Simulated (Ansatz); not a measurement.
An Ansatz input:

```yaml
crystal:
  lattice:
    - [2.3758385293, 0.0, 0.0]
    - [-1.1879192647, 2.0575365217, 0.0]
    - [0.0, 0.0, 3.7501430941]
  atoms:
    - { symbol: Fe, position: [0.3333333333, 0.6666666667, 0.25], spin: 2.5 }
    - { symbol: Fe, position: [0.6666666667, 0.3333333333, 0.75], spin: 2.5 }
hamiltonian:
  xc: lda
  pseudopotentials:
    kind: paw
    azcp:
      Fe: "pseudopotentials/Fe.paw.azcp"
basis:
  ecutwfc: 420
  fft_grid_basis: typed
kpoints:
  mp_grid: { grid: [17, 17, 9], shift: [0, 0, 0] }
magnetization:
  spin_polarized: true
scf:
  occupations: { method: fermi_dirac, width: 0.05 }
  lower_state_search: "off"
output:
  stress: true
```

Output

```
Warning: the record states the generating functional pbe (its physics header spells it `PBE`), which answers neither for hamiltonian.xc's functional nor for the lda family's — results may be inconsistent (PPs are generated against a specific XC)
Engine: ansatz 0.2.0, x86_64-unknown-linux-gnu
Pseudopotentials: kind: paw
Pseudopotential: Fe, paw, valence charge 16, recommended cutoff 420 eV (normal) 
Functional definition: SPW92
  exchange = slater_x
  correlation = pw_c
Crystal: 2 atoms, lattice volume = 18.332 Å³
Basis set: ecut = 420 eV, 361 PW (Γ)
Bands: 23, of which v1, the nominal top of the filled ones, is band 16 counted from 1 (15 counted from 0)
Symmetry: 24 space group operations
Space group: P63/mmc (ITA 194), of the structure as read, at distance tolerance 2.6e-5 Å
Magnetic group: BNS 194.263 (UNI 1493), of the structure as read, at distance tolerance 2.6e-5 Å
k-points: 165 of 2601
Non-local potential: Fe, projectors of the file, l = 0: 3, l = 1: 2, l = 2: 3, l = 3: 1
PAW form: soft (Blöchl's): semilocal exchange-correlation on the pseudo side does not see the compensation charge
PAW frozen core: Fe, regenerated for the run's functional, and the local potential with it (the file was generated under x = pbe(κ = 0.804, μ = 0.2195149727645171), c = pbe(β = 0.06672455060314922))
PAW one-centre angular grid: Fe, 590 points (default); XC on 64 Gauss nodes
Initial density: superposition of atomic densities (chi_scale 0.1, normalization cell)
Starting moments: Σ|m| = 5 μB on 2 of 2 sites
Initial wavefunctions: pseudopotential atomic-orbital guess
Functional: x = slater, c = lda
SCF iter   1: F=—  HF=-8839.530465 eV  |F-HF|=—  |Δ(HF+E_count)|=         —  Δρ=2.08e-1 (↑2.08e-1 ↓9.11e-2)  dr2=2.09e0  dr2_m=3.51e0  M=2.435 μB ∫|m|=2.471 μB  β_m=0.30  ethr=3.10e-3  ⟨swp⟩=5.2  Hψ=29147  notcnv=0
SCF iter   2: F=—  HF=-8839.461661 eV  |F-HF|=—  |Δ(HF+E_count)|=   6.88e-2  Δρ=1.46e-1 (↑1.46e-1 ↓9.16e-2)  dr2=4.59e-1  dr2_m=2.32e0  M=2.176 μB ∫|m|=2.225 μB  β_m=0.30  ethr=3.10e-3  ⟨swp⟩=3.1  Hψ=13770  notcnv=0  defer=453
SCF iter   3: F=—  HF=-8839.517218 eV  |F-HF|=—  |Δ(HF+E_count)|=   5.56e-2  Δρ=1.01e-1 (↑1.01e-1 ↓9.57e-2)  dr2=1.21e-2  dr2_m=1.62e0  M=1.941 μB ∫|m|=1.997 μB  β_m=0.30  ethr=1.44e-3  ⟨swp⟩=2.1  Hψ=11149  notcnv=0  defer=453
SCF iter   4: F=—  HF=-8839.653295 eV  |F-HF|=—  |Δ(HF+E_count)|=   1.36e-1  Δρ=8.86e-2 (↑8.83e-2 ↓8.86e-2)  dr2=1.67e-4  dr2_m=1.31e0  M=1.661 μB ∫|m|=1.727 μB  β_m=0.30  ethr=3.79e-5  ⟨swp⟩=2.9  Hψ=16904  notcnv=0  defer=412
SCF iter   5: F=—  HF=-8839.780045 eV  |F-HF|=—  |Δ(HF+E_count)|=   1.27e-1  Δρ=8.05e-2 (↑7.97e-2 ↓8.05e-2)  dr2=1.98e-4  dr2_m=1.08e0  M=1.408 μB ∫|m|=1.483 μB  β_m=0.30  ethr=5.23e-7  ⟨swp⟩=2.6  Hψ=15054  notcnv=0  defer=410
SCF iter   6: F=—  HF=-8839.877394 eV  |F-HF|=—  |Δ(HF+E_count)|=   9.73e-2  Δρ=7.13e-2 (↑7.07e-2 ↓7.13e-2)  dr2=1.53e-4  dr2_m=8.47e-1  M=1.208 μB ∫|m|=1.285 μB  β_m=0.30  ethr=5.23e-7  ⟨swp⟩=2.5  Hψ=14294  notcnv=0  defer=399
SCF iter   7: F=—  HF=-8839.951019 eV  |F-HF|=—  |Δ(HF+E_count)|=   7.36e-2  Δρ=6.28e-2 (↑6.22e-2 ↓6.28e-2)  dr2=5.83e-5  dr2_m=6.57e-1  M=1.038 μB ∫|m|=1.115 μB  β_m=0.30  ethr=4.79e-7  ⟨swp⟩=2.4  Hψ=14520  notcnv=0  defer=391
...
iter 17 did not close the SCF: its close was put off for a magnetic moment that had not settled (scf_convergence_deferred on its scf_iter line)
SCF iter  17: F=-8840.175093 eV  HF=-8840.175093 eV  |F-HF|=3.64e-9  |Δ(HF+E_count)|=   6.02e-7  Δρ=1.11e-5 (↑1.11e-5 ↓8.36e-6)  dr2=6.93e-9  dr2_m=1.06e-8  M=-0.000 μB ∫|m|=0.000 μB  β_m=0.73  ethr=2.81e-10  ⟨swp⟩=4.0  Hψ=23253  notcnv=0
iter 18 did not close the SCF: its close was put off for a magnetic moment that had not settled (scf_convergence_deferred on its scf_iter line)
SCF iter  18: F=-8840.175093 eV  HF=-8840.175093 eV  |F-HF|=2.36e-10  |Δ(HF+E_count)|=   9.82e-9  Δρ=1.60e-6 (↑1.12e-6 ↓1.60e-6)  dr2=3.56e-11  dr2_m=2.87e-10  M=0.000 μB ∫|m|=0.000 μB  β_m=0.84  ethr=2.17e-11  ⟨swp⟩=1.8  Hψ=21804  notcnv=0
SCF iter  19: F=-8840.175093 eV  HF=-8840.175093 eV  |F-HF|=1.82e-12  |Δ(HF+E_count)|=  3.00e-10  Δρ=1.47e-7 (↑7.51e-8 ↓1.47e-7)  dr2=1.59e-12  dr2_m=1.61e-12  M=-0.000 μB ∫|m|=0.000 μB  ethr=1.00e-12  ⟨swp⟩=1.0  Hψ=19228  notcnv=0
WARN: the starting moments were not kept: the SCF closed with an absolute magnetisation of 1.9e-6 μB, where they sum to 5 μB in size (2 sites). That is at most 0.1 of that sum. Measured as dr2_m measures the in/out step, that magnetisation stands 3.2e-12 eV from none, at or under the dr2_threshold of 1.0e-7 eV: it is no larger than a step whose dr2_m would equal this threshold. The system may hold no moment; this SCF shows only that its start led to no more than that. To try another start: raise the starting moments (crystal.atoms[].spin, magnetization.per_species, magnetization.initial_magnetization, or on a non-collinear deck that types none of these the spinor_matrix: blocks that start its atoms; where the total moment is fixed, keep their sum and leave initial_magnetization as it is; typed ones take the place of any that the run laid by itself, positive ones on a crystal's lanthanoids without a Hubbard term where scf.initial_density.shell_occupations: [] is typed) or, if the notice of its spin-set hold's release reads "site moments contracting" or "site moments show no strong build", lengthen the hold (scf.mixing.spin_hold: { on: { confirm: 4 } }; for m-r²SCAN on two components see the key's manual first). Each may lead to a state that holds a moment. A second SCF, from the converged charge density, with the starting moments and any scf.initial_density.shell_occupations laid on it anew, would have followed, and was not run: the deck does not ask for one (magnetization.retry_lost_moments is false, the default). To let it run, set magnetization.retry_lost_moments: true and run the deck again, where that key's refused combinations let it; where memory then withholds it, that run's warning says so.
SCF 1 converged in 19 iterations: F = -8840.175093 eV  dr2 = 1.59e-12
SCF converged after 19 iterations
Magnetization: -0.0000 μB (16.0000 up, 16.0000 down)
Absolute magnetization: 0.0000 μB (∫|ρ↑−ρ↓|, with the PAW one-centre terms)
Spin contamination: 0.0000 ħ² per cell (⟨S²⟩ above its minimum at these occupations)
Per-site moments (μB) at R_I (Å): [(-8.853995623754555e-7, 0.9583352081261165), (-8.853995622888025e-7, 0.9583352081261165)]
Free energy (F): -8840.175093 eV
Harris-Foulkes:  -8840.175093 eV  (|F-HF|=1.82e-12)
Internal energy: -8840.156298 eV  (E = F + TS)
E sigma→0 (E₀):  -8840.165695 eV
Entropy (-TS):   -0.018795 eV (-9.397 meV/atom)
Fermi energy:    23.502336 eV
--- Per-component energies (eV) ---
  E_band       = -276.303978
  E_kinetic    = 720.094582
  E_local      = -3594.040157  (includes V_loc(G=0)·N_el)
  E_nonlocal   = 433.513395
  E_hartree    = 1532.796331
  E_xc         = -240.753338
  E_vxc        = -311.691202  (∫ρ·V_xc dr)
  E_paw        = -2606.148288  (= ΣΔE_a)
  E_vpaw       = -589.774979  (= ΣTr[D̂ρ^β])
  E_aug_tail   = 0.001622  (compensation charges beyond the density's cutoff)
  E_ewald      = -5086.423516
  E_core_change = 0.803071  (= ΣΔE_core)
  E_smearing   = -0.018795  (= −TS)
  E_closure    = 0.000000  (closes the sum)
  Σ components = -8840.175093   (vs F -8840.175093, Δ=0.00e0)
--- Stress (GPa, compression-positive) ---
       15.193783       0.000000       0.000000
        0.000000      15.193783       0.000000
        0.000000       0.000000      16.369209
  P = ⅓ Tr σ = 15.5856 GPa (155.856 kbar)
```
